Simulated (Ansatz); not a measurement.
Al3Ru2:
```cif
data_Al6Ru4
_chemical_formula_sum 'Al6 Ru4'
_space_group_name_H-M_alt 'I4/mmm'
_space_group_IT_number 139
_space_group_name_Hall '-I 4 2'
_cell_length_a 3.05019
_cell_length_b 3.05019
_cell_length_c 14.13835
_cell_angle_alpha 90.000
_cell_angle_beta 90.000
_cell_angle_gamma 90.000
loop_
_atom_site_label
_atom_site_type_symbol
_atom_site_symmetry_multiplicity
_atom_site_Wyckoff_symbol
_atom_site_fract_x
_atom_site_fract_y
_atom_site_fract_z
_atom_site_occupancy
Al1 Al 2 a 0.00000 0.00000 0.00000 1
Al2 Al 4 e 0.00000 0.00000 0.19376 1
Ru1 Ru 4 e 0.00000 0.00000 0.39435 1
```
(The calculation used a cell of 5 atoms; values per cell refer to that cell.)

Relaxed with LDA.

Question: Which orbitals make up the states near the Fermi level in LDA in the plane-wave PAW code Ansatz?

Answer: Within 0.5 eV of the Fermi level: Ru 4d 64 %, Al 3p 27 %. Projections are on Löwdin-orthogonalised atomic valence shells; empty p or d shells of many metals are not among them.

Question: Tabulate the density of states.

Answer: States/eV per cell of 5 atoms, in 0.25 eV bins, energy from the Fermi level.

```tsv
E (eV)	total	Ru 4d	Al 3p	Al 3s
-7.85	0.81	0.05	0.35	0.25
-7.60	0.90	0.07	0.39	0.28
-7.35	0.99	0.10	0.42	0.31
-7.10	1.10	0.14	0.46	0.34
-6.85	1.30	0.22	0.53	0.40
-6.60	1.40	0.31	0.52	0.42
-6.35	2.43	0.89	0.66	0.73
-6.10	1.84	0.62	0.52	0.59
-5.85	1.72	0.60	0.54	0.49
-5.60	1.58	0.64	0.51	0.36
-5.35	1.42	0.51	0.49	0.32
-5.10	1.91	0.84	0.58	0.40
-4.85	1.94	0.93	0.58	0.30
-4.60	1.73	0.81	0.60	0.20
-4.35	2.22	1.09	0.88	0.13
-4.10	3.34	1.78	1.12	0.25
-3.85	3.84	2.31	1.08	0.26
-3.60	4.66	3.32	1.03	0.16
-3.35	3.58	2.48	0.95	0.06
-3.10	3.30	2.46	0.69	0.06
-2.85	2.32	1.78	0.43	0.04
-2.60	5.13	3.95	0.91	0.09
-2.35	4.14	3.25	0.72	0.06
-2.10	3.92	3.00	0.75	0.08
-1.85	6.38	4.85	1.18	0.19
-1.60	6.75	5.12	1.27	0.16
-1.35	5.53	4.25	0.99	0.11
-1.10	5.84	4.61	0.92	0.10
-0.85	4.74	3.90	0.65	0.06
-0.60	4.48	3.76	0.55	0.05
-0.35	2.92	2.28	0.49	0.05
-0.10	1.42	0.81	0.47	0.06
0.15	1.16	0.54	0.46	0.07
0.40	1.13	0.43	0.47	0.14
0.65	0.92	0.29	0.39	0.17
0.90	0.38	0.15	0.17	0.03
1.15	0.60	0.42	0.14	0.02
1.40	2.66	2.00	0.51	0.09
1.65	3.22	2.07	0.88	0.14
1.90	1.92	1.09	0.63	0.12
2.15	1.39	0.70	0.52	0.12
2.40	1.42	0.66	0.57	0.13
2.65	1.60	0.70	0.65	0.18
2.90	1.63	0.63	0.65	0.25
3.15	1.15	0.38	0.51	0.20
3.40	0.99	0.26	0.45	0.18
3.65	1.25	0.28	0.47	0.27
3.90	1.73	0.35	0.56	0.51
4.15	2.49	0.48	0.70	0.67
4.40	3.25	0.59	0.88	0.94
4.65	3.08	0.51	0.93	0.89
```

The workflow started from a Materials Project entry (that database holds measured and hypothetical structures alike); the Crystallography Open Database copy checked does not list it. With Al and Ru taken as one species the cell has the higher symmetry I4/mmm, so it may be an ordered model of a mixed-site phase. Whether it is the stable phase at ambient conditions was not checked. Symmetry was held in the LDA relaxation; of distortions, only those at the zone centre were tested. No spin polarisation was allowed. Scalar-relativistic: spin–orbit coupling is off unless named, which matters more the heavier the elements.

Potentials: the later of the program's two PAW sets.
